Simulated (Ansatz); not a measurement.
# Does relaxation matter for the field gradients of K2TiI6O18?

Start: a measured structure from the Crystallography Open Database (COD), taken as it stands.

Space group R-3:H (No. 148); a = 11.2703, c = 11.3514 Å, γ = 120.00°.

| site | Wyckoff | site symmetry | x | y | z |
| --- | --- | --- | --- | --- | --- |
| K | 6c | 3. | 0.0000 | 0.0000 | 0.1636 |
| Ti | 3b | -3. | 0.0000 | 0.0000 | 0.5000 |
| I | 18f | 1 | 0.3178 | 0.0548 | 0.3913 |
| O10 | 18f | 1 | 0.1585 | 0.0668 | 0.3969 |
| O16 | 18f | 1 | 0.3874 | 0.1482 | 0.5270 |
| O22 | 18f | 1 | 0.3998 | 0.1885 | 0.2840 |

One atom of each set is listed; the run and its k-mesh use a cell of 27 atoms with edges of 7.53, 7.53, 7.53 Å.

Level of theory: DFT, PBE, plane waves and PAW, scalar-relativistic, 420 eV cutoff, Γ-centred 3×3×3 k-points, Fermi–Dirac smearing 0.02 eV (Ansatz 0.2.0).

The largest force at the start is 1.3 eV/Å. Relaxing the ions at fixed cell moves them by 0.139 Å at most (atom 2, K) and 0.057 Å rms.

```
site  moved (Å)                         first shell before                          first shell after  V_zz before (10²¹ V/m²)  η before
   K      0.139                         9 O at 2.79–3.07 Å                         9 O at 2.82–2.94 Å                     2.07      0.00
  Ti      0.000                              6 O at 1.94 Å                              6 O at 1.96 Å                   <0.005         –
   I      0.038                         3 O at 1.79–1.87 Å                         3 O at 1.83–1.90 Å                    -54.2      0.35
 O10      0.034  1 I at 1.87 Å, 1 Ti at 1.94 Å, angle 136°  1 I at 1.90 Å, 1 Ti at 1.96 Å, angle 135°                    12.05      0.07
 O16      0.053                              1 I at 1.81 Å                              1 I at 1.84 Å                    13.45      0.11
 O22      0.053                              1 I at 1.79 Å                              1 I at 1.83 Å                    14.30      0.21
```

Task: How do the gradients change?

Result: 

| site | V_zz after | η after | change of V_zz |
| --- | --- | --- | --- |
| K | 1.15 | 0.00 | -0.92 |
| Ti | -0.70 | 0.00 | -0.70 |
| I | -51.7 | 0.32 | +2.54 |
| O10 | 12.41 | 0.09 | +0.36 |
| O16 | 13.95 | 0.16 | +0.50 |
| O22 | 15.26 | 0.25 | +0.96 |

The largest change of V_zz is on I, from -54.2 to -51.7. In per cent, |V_zz| changes by -44 on K, -5 on I, +3 to +7 on O (all sites that start above 0.5).

Without spin–orbit coupling the gradients at and beside I can be off by some per cent, at some sites by more.
